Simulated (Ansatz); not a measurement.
**Compressing NbAu₂: a fit and a missing row**

NbAu₂, P6/mmm, a = 4.622 Å, c = 2.728 Å. The structure is a COD entry; whether it is the stable form wasn't checked. Ansatz: PBEsol, PAW, 420 eV, Γ-centred 12×12×16 mesh on 3 atoms, Gaussian smearing 0.10 eV; no spin polarisation. Shape and atoms are relaxed at each volume; pressure is positive in compression.

| V (Å³/atom) | P (GPa) |
| --- | --- |
| 14.803 | 36.55 |
| 15.308 | ? |
| 15.812 | 14.96 |
| 16.317 | 6.79 |
| 16.821 | 0.00 |
| 17.326 | -5.65 |
| 17.831 | -10.35 |
| 18.504 | -15.37 |

**Question.** Take V0 = 16.821 Å³/atom, fit the third-order Birch–Murnaghan form to the other rows, and predict the missing pressure.

**Answer.** With the Eulerian strain f = ½[(V0/V)^(2/3) − 1] and y = P/[3f(1 + 2f)^(5/2)], the form is the line y = B0 + 1.5 B0 (B0′ − 4) f. Rows (f, y): 0.04447, 221.4; 0.02105, 213.7; 0.01024, 210.1; -0.00976, 202.7; -0.01906, 199.5; -0.03080, 195.0. Means f = 0.002690, y = 207.07; Σ(Δf)² = 0.003889, ΣΔfΔy = 1.367; the slope is their ratio. y = 206.1 + 351.4 f GPa, so B0 = 206.1 GPa and B0′ = 4 + 2 × (351.4)/(3 × 206.1) = 5.14. At V = 15.308, f = 0.03243, y = 217.50 and P = 24.76 GPa. The run gave 24.77 GPa, so the fit is 0.01 GPa too low, within the rms miss on the fitted rows (0.02 GPa).

Spin–orbit coupling is left out, which can shift energies with elements as heavy as these.

Cost: 8 runs of about 4.4 core-minutes in all, on Arm Neoverse V2 (shared hosts).